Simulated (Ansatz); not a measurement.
The start is a generated cell, NbP placed in the CrB structure type. A full variable-cell relaxation at zero pressure is run with r2SCAN (plane waves to 500 eV, PAW, scalar-relativistic; Ansatz, a program for electronic structure). The first steps use a coarse 7×7×6 k-mesh.

Input geometry:
```
NbP
1.0
    1.87103    -4.94427     0.00000
    1.87103     4.94427     0.00000
    0.00000     0.00000     3.68728
P Nb
2 2
Direct
  0.56400   0.43600   0.75000
  0.43600   0.56400   0.25000
  0.85475   0.14525   0.75000
  0.14525   0.85475   0.25000
```

* **Initial pressure**: -19 GPa (negative: the cell is under tension)
* **Largest initial force**: about 2.4 eV/Å, on P1, P2 (atoms numbered as listed)
* **Outcome**: The space group stays Cmcm (No. 63) (the run could not lower it), with 4 atoms in the primitive cell
* **Energy released**: 0.70 eV/atom
* **Shortest distances (start → end)**: The closest pairs of elements (up to four, under 3.6 Å), start → end: P–P 2.24 → 2.76 Å; Nb–P 2.75 → 2.52 Å; Nb–Nb 3.35 → 3.06 Å
* **Band gap at the end**: zero (metallic)
* **Optimiser moves**: 18

Relaxed structure:

```cif
data_Nb4P4
_chemical_formula_sum 'P4 Nb4'
_space_group_name_H-M_alt 'Cmcm'
_space_group_IT_number 63
_space_group_name_Hall '-C 2c 2'
_cell_length_a 3.20299
_cell_length_b 8.92173
_cell_length_c 4.32431
_cell_angle_alpha 90.000
_cell_angle_beta 90.000
_cell_angle_gamma 90.000
loop_
_atom_site_label
_atom_site_type_symbol
_atom_site_symmetry_multiplicity
_atom_site_Wyckoff_symbol
_atom_site_fract_x
_atom_site_fract_y
_atom_site_fract_z
_atom_site_occupancy
P1 P 4 c 0.00000 0.40422 0.25000 1
Nb1 Nb 4 c 0.00000 0.12173 0.25000 1
```
(The calculation used a cell of 4 atoms; values per cell refer to that cell.)

Final values are on a 15×15×11 k-mesh of the relaxed cell. No spin polarisation in the result.

The run could not lose the symmetry of its start; a randomly shaken copy of 8 atoms returns to this structure.

The relaxed structure here is a generated cell of NbP: the first start was made by placing the elements on the sites of a structure type, and the end was not matched to a known phase here, so it may be hypothetical.
